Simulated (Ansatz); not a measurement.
**TiAl₃: from a starting cell to a relaxed one**

The start is a randomly generated symmetric cell of TiAl3 (space group No. 139). The cell and all atomic positions are relaxed at zero pressure with r2SCAN (plane waves to 500 eV, PAW, scalar-relativistic; Ansatz, a program for electronic structure). The first steps use a coarse 9×9×9 k-mesh.

The start:
```yaml
crystal:
  lattice:
    - [-2.77461, 2.77461, 2.25404]
    - [2.77461, -2.77461, 2.25404]
    - [2.77461, 2.77461, -2.25404]
  atoms:
    - { symbol: Al, position: [0.75000, 0.25000, 0.50000] }
    - { symbol: Al, position: [0.25000, 0.75000, 0.50000] }
    - { symbol: Al, position: [0.50000, 0.50000, 0.00000] }
    - { symbol: Ti, position: [0.00000, 0.00000, 0.00000] }
```

Question: What pressure does the first self-consistent step give?

Answer: +16.2 GPa (positive: the cell is compressed).

Question: How much energy is released per atom?

Answer: 0.85 eV/atom.

Question: Is the relaxed structure metallic? Give its gap.

Answer: Zero (metallic).

Question: Write out the relaxed structure.

Answer: 
Space group I4/mmm (No. 139); a = b = 4.8670 Å, c = 5.5029 Å, α = β = γ = 90.00°

```tsv
atom	site	symmetry	x	y	z
Al	4d	-4m2	0.0000	0.5000	0.2500
Al	2b	4/mmm	0.0000	0.0000	0.5000
Ti	2a	4/mmm	0.0000	0.0000	0.0000
```
(The calculation used a cell of 4 atoms; values per cell refer to that cell.)

The space group stays I4/mmm (No. 139) (the run could not lower it), with 4 atoms in the primitive cell. Final values are on a 14×14×14 k-mesh of the relaxed cell. No spin polarisation in the result.

The run could not lose the symmetry of its start.

All atoms sit on sites fixed by symmetry, so only the cell could relax.

The first start was generated by a random draw of sites in a space group. Materials Project lists a structure of TiAl3 in the same space group, I4/mmm (No. 139); the sites were not compared with it, nor with measured phases.
